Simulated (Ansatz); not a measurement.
**Y$_{2}$N: computed property card**

Y2N:
```
CELL_PARAMETERS angstrom
      3.44705     0.00000     0.00000
      0.00000     3.44705     0.00000
      0.00000     0.00000     4.72668
ATOMIC_POSITIONS crystal
  Y  0.00000 0.00000 0.00000
  Y  0.50000 0.50000 0.50000
  N  0.50000 0.50000 0.00000
```

Space group P4/mmm (No. 123); conventional cell a = b = 3.447 Å, c = 4.727 Å, α = β = γ = 90.00°.

Method: plane-wave PAW LDA (Ansatz code). Geometry: relaxed at this level of theory. Other levels are named where they apply.

Cell and energy:

```json
{
  "volume_per_atom": "18.72 Å³",
  "density": "5.67 g/cm³",
  "Formation energy from the elements (no fitted shifts)": "-1.23 eV/atom"
}
```

Electronic structure:

```json
{
  "electronic_character": "metallic (no gap)",
  "Density of states at the Fermi level": "0.94 states/eV per atom (mean over ±0.08 eV)"
}
```

Mechanics:

```json
{
 "Bulk modulus (Birch–Murnaghan fit)": "110 GPa",
 "Pressure derivative B′": "4.2",
 "Elastic constants (relaxed ions, GPa)": "C11 = 197, C12 = 65.3, C13 = 56.5, C33 = 252, C44 = 63.0, C66 = 52.0",
 "mechanical_stability": "stable (all eigenvalues of C positive)",
 "hill_bulk_and_shear_moduli": "111 and 65.6 GPa",
 "Young's modulus": "164 GPa",
 "Poisson's ratio": "0.25",
 "debye_temperature_from_the_elastic_constants": "424 K"
}
```

Phonons:

```json
{
  "highest_zone_centre_frequency": "364 cm⁻¹",
  "zone_centre_stability": "no imaginary mode at Γ"
}
```

A made-up cell: these elements were put on the sites of a structure type; neither database checked (COD, Materials Project) lists it. Whether it is the stable phase at ambient conditions was not checked. The cell was relaxed with LDA under the symmetry of its start. No spin polarisation was allowed. With an odd number of electrons in the cell and no spin polarisation, the count alone makes it a metal. As this level gives no gap, shear constants depend on the k-mesh and smearing (Fermi–Dirac, 0.1 eV here). As this level gives no gap, phonon frequencies hold no LO–TO term and depend on the k-mesh and smearing (Fermi–Dirac, 0.1 eV here). On the denser mesh and wider smearing of the elastic run this cell carries a stress of 0.4 GPa. The references are the lowest solids computed at this level, not always the standard phases (solids in place of the gases). Spin–orbit coupling is left out wherever it is not named.

Potentials: the later of the program's two PAW sets.
